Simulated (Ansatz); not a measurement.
Sn (beta-Sn type, space group I4_1/amd)

```yaml
crystal:
  lattice:
    - [-2.91651, 2.91651, 1.57919]
    - [2.91651, -2.91651, 1.57919]
    - [2.91651, 2.91651, -1.57919]
  atoms:
    - { symbol: Sn, position: [0.75000, 0.25000, 0.50000] }
    - { symbol: Sn, position: [0.00000, 0.00000, 0.00000] }
```

In each cell atom 1 (Sn, nearest neighbour Sn at 3.022 Å; its periodic images, 3.2 Å or more away, move with it) moves by s·(0.000, 0.000, 1.000) (along Cartesian z), the rest being held.

Calculation: PBEsol (plane waves to 420 eV, PAW, scalar-relativistic; Ansatz, a quantum-chemistry and plane-wave program). k mesh 13×13×13 (Γ-centred), Fermi-Dirac smearing 0.05 eV. The energy includes the smearing's −TS. With partly filled bands, energies and forces of such displacements shift with the k mesh and the smearing. Sn was relaxed with its symmetry unable to fall. ΔE is measured from the undisplaced structure. The last digit holds for this mesh only.

```tsv
s (Å)	ΔE (meV/cell)
-0.600	46.42
-0.480	36.28
-0.360	23.34
-0.240	withheld
-0.120	2.85
0.000	0.00
0.120	2.85
0.240	withheld
0.360	23.34
0.480	36.28
0.600	46.42
```

Question: Fit an even polynomial form (powers 2, 4, 6) to the given rows and predict ΔE at s = -0.240.

Answer: Least squares on the 9 given rows: ΔE = (208.4)·s² + (-220.6)·s⁴ + (-0.3325)·s⁶, in meV/cell with s in Å; root-mean-square residual 0.054 meV/cell. At -0.240 the fit gives 11.27 meV/cell; the calculation gives 11.11 meV/cell, so the interpolation is off by 0.16 (+1.4 %). The quadratic term alone would give 12.00 meV/cell.

(A displaced cell: forces are minus the slopes of the energy, force constants its curvatures, and phonons follow from these.)
